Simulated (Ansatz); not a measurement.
Space group P6/mmm (No. 191). a = 4.775 Å, b = 4.775 Å, c = 4.132 Å, α = 90.00°, β = 90.00°, γ = 120.00°
```json
{"atom": "C", "site": "4h", "symmetry": "3m.", "x": "0.6667", "y": "0.3333", "z": "0.1835"}
{"atom": "C", "site": "6i", "symmetry": "2mm", "x": "0.5000", "y": "0.5000", "z": "0.3395"}
```

Equation of state of this C structure (not necessarily the ground state), with shape and atoms relaxed at each volume where symmetry leaves them free. It has no gap at any of these volumes. Computed with DFT LDA, scalar-relativistic, plane waves, PAW (Ansatz).

Settings: cutoff 420 eV, Γ-centred mesh 12×12×10 on the computed 10-atom cell, Gaussian smearing of 0.10 eV; no spin polarisation.

```json
{"V (Å³/atom)": "7.180", "E − E(largest V) (meV/atom)": "58.71", "P (GPa)": "41.62"}
{"V (Å³/atom)": "7.425", "E − E(largest V) (meV/atom)": "5.04", "P (GPa)": "28.90"}
{"V (Å³/atom)": "7.669", "E − E(largest V) (meV/atom)": "-30.49", "P (GPa)": "17.86"}
{"V (Å³/atom)": "7.914", "E − E(largest V) (meV/atom)": "-50.33", "P (GPa)": "8.30"}
{"V (Å³/atom)": "8.159", "E − E(largest V) (meV/atom)": "-56.55", "P (GPa)": "-0.01"}
{"V (Å³/atom)": "8.404", "E − E(largest V) (meV/atom)": "-50.94", "P (GPa)": "-7.23"}
{"V (Å³/atom)": "8.648", "E − E(largest V) (meV/atom)": "-35.06", "P (GPa)": "-13.54"}
{"V (Å³/atom)": "8.975", "E − E(largest V) (meV/atom)": "0.00", "P (GPa)": "-20.78"}
```

Q: Fit a third-order Birch–Murnaghan equation to E(V).

A: V0 = 8.16 Å³/atom, B0 = 258 GPa, B0' = 3.6.

This form isn't the element's structure at ambient conditions.

Cost: 8 runs of about 5.3 core-minutes in all, on Intel Xeon 6975P-C (Granite Rapids) (shared hosts).